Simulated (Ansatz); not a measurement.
Re:
```yaml
crystal:
  lattice:
    - [-2.51819, 2.51819, 1.30167]
    - [2.51819, -2.51819, 1.30167]
    - [2.51819, 2.51819, -1.30167]
  atoms:
    - { symbol: Re, position: [0.75000, 0.25000, 0.50000] }
    - { symbol: Re, position: [0.00000, 0.00000, 0.00000] }
```

Relaxed with PBE. Special points in fractions of this cell's reciprocal vectors: Γ (0.000, 0.000, 0.000); X (0.000, 0.000, 0.500); M (-0.500, 0.500, 0.500); Z (0.317, 0.317, -0.317); Z0 (-0.317, 0.683, 0.317); P (0.250, 0.250, 0.250); N (0.000, 0.500, 0.000).

List the band energies nearest the Fermi level at these points for PBE (plane waves, PAW; program Ansatz).

In eV from the Fermi level; about four levels below and three above (degenerate sets whole), none deeper than 8.9 eV; points with the same levels are listed once.

| k | below | above |
|---|---|---|
| Γ | -6.25 -4.84 -4.81 -3.86 | 1.22 1.22 1.25 1.25 |
| X | -2.31 -2.31 -0.59 -0.59 | 2.10 2.10 2.33 2.33 |
| M | -1.08 -1.08 -0.07 -0.07 | 1.64 1.64 1.69 1.69 |
| Z | -1.65 -1.60 -0.90 -0.90 | 1.58 2.43 5.74 |
| P | -5.00 -5.00 -1.10 -1.10 | 1.22 1.22 2.32 2.32 |
| N | -3.54 -1.44 -1.44 -0.71 | 0.93 1.87 2.22 |

Space group I4_1/amd (β-Sn type). The cell is a constructed one: a structure type filled with these elements; neither database checked (COD, Materials Project) lists it. It is not the phase usual at ambient conditions (space group No. 194). Symmetry was held in the PBE relaxation; of distortions, only those at the zone centre were tested. The run is not spin-polarised. Scalar-relativistic: spin–orbit coupling is off unless named, which matters more the heavier the elements.

Potentials: the later of the program's two PAW sets.
